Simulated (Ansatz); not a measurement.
# Equation of state of niobium, omega (AlB2-type)

Theory: DFT, PBEsol, plane waves (420 eV) with PAW, scalar-relativistic in Ansatz. The PAW files were generated under PBE, with cores re-solved for the functional.

The cell is scaled uniformly from the relaxed one, with fractional coordinates and shape fixed. Energies are extrapolated to zero smearing, pressures are those at the given smearing. Magnetic state: spin not included.

```csv
V (Å³/atom),E − E₀ (meV/atom),P (GPa)
15.712,171.8,28.80
16.426,70.7,17.31
17.141,16.2,7.87
17.855,0.0,0.10
18.569,15.3,-6.31
19.283,56.5,-11.60
19.997,119.2,-15.97
```

Task: Fit a third-order Birch-Murnaghan equation.

Result: V₀ = 17.84 Å³/atom, B₀ = 176 GPa, B₀′ = 3.8.
